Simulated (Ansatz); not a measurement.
Si₂Ni:
```
Si2Ni
1.0
    0.00000     2.72230     2.72230
    2.72230     0.00000     2.72230
    2.72230     2.72230     0.00000
Si Ni
2 1
Direct
  0.25000   0.25000   0.25000
  0.75000   0.75000   0.75000
  0.00000   0.00000   0.00000
```

Relaxed with PBE. Special points in fractions of this cell's reciprocal vectors: Γ (0.000, 0.000, 0.000); X (0.500, 0.000, 0.500); U (0.625, 0.250, 0.625); K (0.375, 0.375, 0.750); L (0.500, 0.500, 0.500); W (0.500, 0.250, 0.750).

List the band energies nearest the Fermi level at these points for PBE (plane waves, PAW; program Ansatz).

In eV from the Fermi level; about four levels below and three above (degenerate sets whole), none deeper than 8.9 eV; points with the same levels are listed once.

| k | below | above |
|---|---|---|
| Γ | -5.07 -5.07 -5.07 -3.39 -3.39 -0.48 | 1.69 1.69 1.69 |
| X | -3.48 -3.48 -3.33 -3.00 -0.42 | 1.46 7.72 8.12 8.12 |
| U | -3.67 -3.31 -2.82 -2.55 | 0.20 3.65 4.64 |
| L | -3.21 -3.21 -1.41 -1.41 | 1.74 1.81 1.81 |
| W | -3.62 -3.62 -3.48 -3.06 -2.34 | 2.17 2.17 4.68 |

Space group Fm-3m (fluorite or antifluorite type). The cell was relaxed with PBE under the symmetry of its start. The run is not spin-polarised.

Potentials: the earlier of the program's two PAW sets.
